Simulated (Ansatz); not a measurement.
A relaxed cell of Hf (P6₃/mmc (No. 194)), relaxed on a k-mesh at least as fine as the one used below. The numbers are results of PBEsol (plane waves to 420 eV, PAW, scalar-relativistic; Ansatz, a program for electronic structure), not measurements. Γ-centred k-mesh 12×12×2 on the run's cell (coarser than for final values), Fermi–Dirac smearing 0.05 eV.

```
Hf
1.0
    3.15792     0.00000     0.00000
   -1.57896     2.73484     0.00000
    0.00000     0.00000    20.13544
Hf
8
Direct
  0.00000   0.00000   0.00000
  0.00000   0.00000   0.50000
  0.00000   0.00000   0.25000
  0.00000   0.00000   0.75000
  0.33333   0.66667   0.12500
  0.33333   0.66667   0.62500
  0.66667   0.33333   0.37500
  0.66667   0.33333   0.87500
```

The atoms are displaced by (Å):

| atom | ux | uy | uz |
|---|---|---|---|
| Hf1 | 0.089 | 0.039 | 0.001 |
| Hf2 | -0.059 | -0.096 | 0.021 |
| Hf3 | 0.060 | -0.134 | -0.016 |
| Hf4 | -0.071 | 0.010 | 0.021 |
| Hf5 | -0.168 | 0.046 | -0.029 |
| Hf6 | -0.133 | 0.009 | 0.011 |
| Hf7 | -0.139 | 0.163 | -0.086 |
| Hf8 | 0.082 | -0.036 | -0.047 |

What forces (eV/Å) and pressure result?


```
atom     Fx     Fy     Fz
----  -----  -----  -----
Hf1   -0.21   0.01  -0.15
Hf2   -0.09   0.21  -0.13
Hf3   -0.25   0.40  -0.17
Hf4    0.08  -0.04  -0.17
Hf5    0.37  -0.17  -0.01
Hf6    0.12  -0.08  -0.12
Hf7    0.11  -0.42   0.44
Hf8   -0.15   0.08   0.30
```

Pressure -0.2 GPa.

No spin polarisation in the result.

The run that gave the undisplaced cell could not lose the symmetry of its start; a randomly shaken copy of 8 atoms returns to this structure.

The relaxed structure here is a generated cell of Hf: the first start was made by placing the elements on the sites of a structure type, and the end was not matched to a known phase here, so it may be hypothetical. A known form of Hf has the same space group; whether the sites agree was not checked.
